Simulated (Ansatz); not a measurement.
# Sn3Te2Se: computed property card

Sn$_{3}$Te$_{2}$Se:
```
CELL_PARAMETERS angstrom
      4.42697     0.00000     0.00000
     -2.21348     3.83387     0.00000
      0.00000     0.00000    10.79263
ATOMIC_POSITIONS crystal
  Sn 0.00000 0.00000 0.50000
  Sn 0.33333 0.66667 0.15218
  Sn 0.66667 0.33333 0.84782
  Te 0.33333 0.66667 0.67404
  Te 0.66667 0.33333 0.32596
  Se 0.00000 0.00000 0.00000
```

Space group P-3m1 (No. 164); conventional cell a = 4.427 Å, b = 4.427 Å, c = 10.793 Å, α = 90.00°, β = 90.00°, γ = 120.00°.

Method: plane-wave PAW r²SCAN (Ansatz code). The cell and atoms are relaxed at this level. Other levels are named where they apply.

**Cell and energy**

```
Quantity                                                       Value
-----------------------------------------------------  -------------
Volume per atom                                             30.53 Å³
Density                                                   6.26 g/cm³
Formation energy from the elements (no fitted shifts)  -0.30 eV/atom
```

**Electronic structure**

```
Property                                                                                                   Result
------------------------------------  ---------------------------------------------------------------------------
Electronic character                  no gap, with almost no states at the Fermi level (zero-gap or semimetallic)
Density of states at the Fermi level                                 0.00 states/eV per atom (mean over ±0.08 eV)
HSE06 gap on the r²SCAN cell              0.06 eV (a hybrid on a coarse mesh can open a false gap in a semimetal)
```

**Mechanics**

```
Item                                                                                                           Result
--------------------------------------------  -----------------------------------------------------------------------
Bulk modulus (Birch–Murnaghan fit)                                                                           46.5 GPa
Pressure derivative B′                                                                                            4.3
Elastic constants (relaxed ions, GPa)         C11 = 84.6, C12 = 21.6, C13 = 34.3, C14 = -19.6, C33 = 69.2, C44 = 46.4
Mechanical stability                                                           stable (all eigenvalues of C positive)
Hill bulk and shear moduli                                                                          46.5 and 29.8 GPa
Young's modulus                                                                                              73.8 GPa
Poisson's ratio                                                                                                  0.24
Debye temperature from the elastic constants                                                                    231 K
```

**Charges**

```
Item                                             Value
-------------  ---------------------------------------
Bader charges  Sn +0.70 to +0.81, Te -0.70, Se -0.90 e
```

The workflow started from a Materials Project entry (that database holds measured and hypothetical structures alike); the Crystallography Open Database copy checked does not list it. Whether it is the stable phase at ambient conditions was not checked. The cell was relaxed with r²SCAN under the symmetry of its start; whether a distortion lowers the energy is not shown. As this level gives no gap, shear constants depend on the k-mesh and smearing (Fermi–Dirac, 0.1 eV here). The references are the lowest solids computed at this level, not always the standard phases. Spin–orbit coupling is left out wherever it is not named.

Potentials: the later of the program's two PAW sets.
